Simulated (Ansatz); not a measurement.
Bi:
Space group R-3m, hexagonal axes (No. 166); a = b = 4.524 Å, c = 12.146 Å, α = β = 90.00°, γ = 120.00°

```csv
atom,site,symmetry,x,y,z
Bi,6c,3m,0.0000,0.0000,0.2329
```
(The calculation used a cell of 2 atoms; values per cell refer to that cell.)

Relaxed with r²SCAN+D4.

### Question
Which orbitals make up the states near the Fermi level in r²SCAN+D4 in the plane-wave PAW code Ansatz?

### Answer
Within 0.5 eV of the Fermi level: Bi 6p 87 %, Bi 6s 10 %. Projections are on Löwdin-orthogonalised atomic valence shells; empty p or d shells of many metals are not among them.

### Question
Tabulate the density of states.

### Answer
States/eV per cell of 2 atoms, in 0.25 eV bins, energy from the Fermi level.

```tsv
E (eV)	total	Bi 6p	Bi 6s
-7.85	0.03	0.00	0.03
-7.60	0.00	0.00	0.00
-7.35	0.00	0.00	0.00
-7.10	0.00	0.00	0.00
-6.85	0.00	0.00	0.00
-6.60	0.00	0.00	0.00
-6.35	0.00	0.00	0.00
-6.10	0.00	0.00	0.00
-5.85	0.00	0.00	0.00
-5.60	0.00	0.00	0.00
-5.35	0.00	0.00	0.00
-5.10	0.00	0.00	0.00
-4.85	0.14	0.14	0.00
-4.60	0.57	0.56	0.01
-4.35	0.85	0.83	0.01
-4.10	0.88	0.85	0.02
-3.85	0.99	0.96	0.02
-3.60	1.14	1.10	0.03
-3.35	1.37	1.32	0.04
-3.10	1.63	1.57	0.05
-2.85	1.74	1.67	0.05
-2.60	1.74	1.66	0.06
-2.35	1.73	1.65	0.07
-2.10	1.74	1.65	0.08
-1.85	1.85	1.75	0.08
-1.60	1.74	1.63	0.09
-1.35	1.65	1.54	0.09
-1.10	1.51	1.39	0.09
-0.85	1.16	1.05	0.09
-0.60	0.83	0.74	0.07
-0.35	0.55	0.48	0.05
-0.10	0.20	0.18	0.02
0.15	0.09	0.07	0.01
0.40	0.42	0.36	0.05
0.65	1.06	0.93	0.09
0.90	1.73	1.54	0.13
1.15	1.34	1.20	0.09
1.40	1.27	1.15	0.07
1.65	1.24	1.13	0.06
1.90	1.22	1.11	0.05
2.15	1.24	1.13	0.05
2.40	1.32	1.19	0.04
2.65	1.88	1.50	0.05
2.90	1.51	1.28	0.03
3.15	1.14	1.03	0.02
3.40	1.18	1.05	0.02
3.65	1.30	1.09	0.02
3.90	1.40	1.09	0.02
4.15	1.03	0.83	0.01
4.40	0.83	0.68	0.01
4.65	0.76	0.57	0.01
```

Symmetry was held in the r²SCAN+D4 relaxation. The pairwise dispersion correction was not fitted to metals. Axis ratios of metals converge slowly with the k-mesh, so a and c are less sure than the volume. Spin–orbit coupling is left out wherever it is not named.

Potentials: the earlier of the program's two PAW sets.
